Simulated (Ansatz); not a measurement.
Be₂C:
```cif
data_CBe2
_chemical_formula_sum 'Be2 C1'
_space_group_name_H-M_alt 'P 1'
_space_group_IT_number 1
_cell_length_a 3.04814
_cell_length_b 3.04814
_cell_length_c 3.04814
_cell_angle_alpha 60.000
_cell_angle_beta 60.000
_cell_angle_gamma 60.000
loop_
_space_group_symop_operation_xyz
  'x, y, z'
loop_
_atom_site_label
_atom_site_type_symbol
_atom_site_fract_x
_atom_site_fract_y
_atom_site_fract_z
_atom_site_occupancy
Be1 Be 0.75000 0.75000 0.75000 1
Be2 Be 0.25000 0.25000 0.25000 1
C1 C 0.00000 0.00000 0.00000 1
```

Relaxed with PBEsol. DFT-PBEsol in the program Ansatz with PAW potentials gives a gap of 1.08 eV.

### Question
What gap does HSE06 give on the same cell (Ansatz, PAW)?

### Answer
1.92 eV, 0.84 eV more. The hybrid was solved on a coarser mesh and at special points; its gap is the smallest among all of these.

```tsv
k	v1 PBEsol	c1 PBEsol	v1 HSE06	c1 HSE06
Γ	0.00	4.12	…	…
X	-4.80	1.08	-5.25	1.92
L	-1.86	4.98	…	…
W	-5.96	5.67	…	…
K	-4.05	3.26	…	…
```

### Question
Top valence (v1) and lowest conduction level (c1) in eV from each method's valence maximum (which need not be a listed point): supply the withheld HSE06 values.

### Answer

- L, v1 HSE06: -2.04
- L, c1 HSE06: 6.06
- W, v1 HSE06: -6.59
- W, c1 HSE06: 6.80
- K, v1 HSE06: -4.42
- K, c1 HSE06: 4.22
- Γ, v1 HSE06: 0.00
- Γ, c1 HSE06: 5.16

Cost on shared cores: the PBEsol run (SCF on a 11×11×11 mesh, then bands and DOS) about 7 core-seconds (a rough figure), the HSE06 run (SCF on 8×8×8, then a few points) around 50 core-seconds (rough); the tasks are unlike.

Space group Fm-3m (fluorite or antifluorite type). Symmetry was held in the PBEsol relaxation.

Potentials: the later of the program's two PAW sets.
